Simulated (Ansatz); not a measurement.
Space group P6_3/mmc (No. 194). a = 4.043 Å, b = 4.043 Å, c = 17.423 Å, α = 90.00°, β = 90.00°, γ = 120.00°
```
atom site symmetry x y z
  In    4f       3m.  0.3333  0.6667  0.1697
  Se    4f       3m.  0.3333  0.6667  0.5975
```

Equation of state of this InSe structure (not necessarily the ground state), with shape and atoms relaxed at each volume where symmetry leaves them free. Computed with DFT r2SCAN, scalar-relativistic, plane waves, PAW (Ansatz).

Cutoff 500 eV; k points 12×12×2 on the computed 8-atom cell (Γ-centred); Gaussian smearing, width 0.02 eV; no spin polarisation.

```csv
V (Å³/atom),E − E(largest V) (meV/atom),P (GPa),gap on mesh (eV)
28.984,4.27,1.49,0.90
29.909,-1.60,0.60,0.90
30.834,-3.24,0.02,0.95
31.759,-2.24,-0.33,1.03
32.684,0.00,-0.45,1.18
```

**Question.** Fit a third-order Birch–Murnaghan equation to E(V).

**Answer.** V0 = 30.86 Å³/atom, B0 = 15 GPa, B0' = 18.4. B0' is unusual or poorly fixed by this range.

The cell holds layers, and r2SCAN describes their binding at middle range but leaves out its long-range dispersion part.

Cost: 5 runs of about 35 core-minutes in all, on Arm Neoverse V2 (shared hosts).